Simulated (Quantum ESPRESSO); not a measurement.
For atom 1 (Zn) of ZnF2 in P4₂/mnm, a PBE PAW density (pw.x of a modified build of Quantum ESPRESSO, JTH datasets) with the all-electron reconstruction of Petrilli and co-workers gives this field-gradient tensor in Cartesian axes (atomic units, 1 a.u. = 9.7174×10²¹ V/m²):

```
 0.0644   0.1645   0.0000
 0.1645   0.0644   0.0000
 0.0000   0.0000  -0.1288
```

The cell comes from the Materials Project (a computed structure). It is ZnF2 in P4₂/mnm; whether this form has been observed was not checked. Stability against distortions was not tested.  Cores are frozen. Against all-electron runs on small test molecules, this scheme's |Vzz| missed by +4 % on Zn, −6 to +4 % (−29 % in KF) on F.

### Question
Find the principal values, η_Q, |C_Q|, ν_Q and P_Q for ⁶⁷Zn (I = 5/2, |Q| = 0.15 barn), and the second-order MAS shift at 21.1 T.

### Answer
Eigenvalues (principal values) by size: Vxx = -0.1001, Vyy = -0.1288, Vzz = 0.2289 a.u. (they sum to zero).
η_Q = (Vxx − Vyy)/Vzz = 0.13.
|C_Q| = 234.96 MHz × |Q|/barn × |Vzz|/a.u. = 234.96 × 0.15 × 0.2289 = 8.07 MHz.
Quadrupole frequency ν_Q = 3C_Q/[2I(2I − 1)] = 1.21 MHz, and P_Q = C_Q(1 + η²/3)^½ = 8.09 MHz.
At 21.1 T the Larmor frequency is ν0 = 56.3 MHz, and the second-order shift of the central transition's centre of gravity under MAS is −(3/40)(P_Q/ν0)²[I(I + 1) − 3/4]/[I²(2I − 1)²] × 10⁶ = -124 ppm.
